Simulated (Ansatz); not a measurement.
System: Sn (diamond type), 2 atoms in the cell.

```yaml
crystal:
  lattice:
    - [0.00000, 3.32500, 3.32500]
    - [3.32500, 0.00000, 3.32500]
    - [3.32500, 3.32500, 0.00000]
  atoms:
    - { symbol: Sn, position: [0.00000, 0.00000, 0.00000] }
    - { symbol: Sn, position: [0.25000, 0.25000, 0.25000] }
```
Lattice in Å, positions in fractions of it.

Code and potentials: Ansatz PAW hard set, 700 eV. Settings of the plain PBE run: k-mesh 6×6×6 Γ-centred; Fermi–Dirac smearing of 0.02 eV; no spin polarisation; no spin–orbit coupling.

Plain PBE gives:

```yaml
Pressure: 0.12 GPa
```

Question: What changes under PBE with spin–orbit coupling?

Answer: The pressure goes up by 0.05 GPa to 0.17 GPa.

Question: What changes under r²SCAN?

Answer: The pressure drops by 1.510 GPa to -1.395 GPa.

The stress includes the program's correction for the finite plane-wave basis.

The k-mesh is modest, so these values aren't fully converged in k. Potentials made with PBE were used with another functional (at least in: Ansatz PAW hard set, 700 eV (r²SCAN)).
